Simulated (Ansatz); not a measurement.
AlN: how the phase sets the permittivity

Plane-wave DFT in Ansatz, LDA, scalar-relativistic PAW potentials, cutoff 420 eV, no spin-orbit coupling; no spin polarisation. Each structure of AlN was relaxed within its symmetry; other phases aren't compared here. ε∞ and ε0 (at fixed strain) come from linear response and are means of the diagonal.

```csv
space group,atoms in cell,V (Å³/atom),gap on mesh (eV),ε∞,lowest optical mode at Γ (cm⁻¹)
P6_3mc,4,10.21,4.42,4.47,240
F-43m,2,10.23,3.25,4.54,664
```

**Question.** Order them by energy. Which have a polar axis, which are stable at Γ, and what static permittivity does each have?

**Answer.** P6_3mc 0 meV/atom, polar space group, stable at Γ, ε0 = 8.5; F-43m 23 meV/atom, no unique polar axis, stable at Γ, ε0 = 8.4. A polar space group allows a spontaneous polarisation; whether it can be switched wasn't computed. Without a unique polar axis or an inversion centre, and so allowed to be piezoelectric but not ferroelectric: F-43m. The mean ε0 hardly changes. Stability at Γ doesn't rule out soft modes elsewhere in the zone; Kohn–Sham gaps are too small and ε∞ as a rule too large. In thin films and nanowires, surface energy, strain and dopants can hold a phase that lies tens of meV per atom above the lowest. Meshes differ between cells, which leaves about 2 meV/atom open.

Cost: about 16 core-minutes for the runs cited, on Intel Xeon Processor @ 2.50GHz (Skylake/Cascade Lake), Intel Xeon Platinum 8559C (Emerald Rapids) (shared hosts).